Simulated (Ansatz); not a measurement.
CaC$_{2}$:
```cif
data_C4Ca2
_chemical_formula_sum 'Ca2 C4'
_space_group_name_H-M_alt 'I4/mmm'
_space_group_IT_number 139
_space_group_name_Hall '-I 4 2'
_cell_length_a 3.86614
_cell_length_b 3.86614
_cell_length_c 6.39286
_cell_angle_alpha 90.000
_cell_angle_beta 90.000
_cell_angle_gamma 90.000
loop_
_atom_site_label
_atom_site_type_symbol
_atom_site_symmetry_multiplicity
_atom_site_Wyckoff_symbol
_atom_site_fract_x
_atom_site_fract_y
_atom_site_fract_z
_atom_site_occupancy
Ca1 Ca 2 a 0.00000 0.00000 0.00000 1
C1 C 4 e 0.00000 0.00000 0.40209 1
```
(The calculation used a cell of 3 atoms; values per cell refer to that cell.)

Relaxed with r²SCAN.

Tabulate the valence density and the electron localisation function along the shortest Ca–C contact (2.57 Å), DFT-r²SCAN in the program Ansatz with PAW potentials.



```csv
distance from Ca (Å),density (e/Å³),ELF
0.26,6.12,0.80
0.39,5.08,0.85
0.51,3.70,0.87
0.64,2.33,0.85
0.77,1.29,0.79
0.90,0.66,0.55
1.03,0.35,0.20
1.16,0.24,0.10
1.29,0.23,0.19
1.41,0.28,0.57
1.54,0.39,0.88
1.67,0.56,0.95
1.80,0.83,0.96
1.93,1.20,0.96
2.06,1.65,0.93
2.18,2.01,0.84
2.31,2.06,0.49
```

The density is the valence pseudo-density with augmentation charge, so density and ELF within about 1 Å of a nucleus are not all-electron values.

The first step of the workflow began from a Materials Project structure, measured or hypothetical; the Crystallography Open Database copy checked does not list it. COD files the formula under space group No. 2. Its standing as an ambient phase is unchecked. The cell was relaxed with r²SCAN under the symmetry of its start; whether a distortion lowers the energy is not shown.

Potentials: the later of the program's two PAW sets.
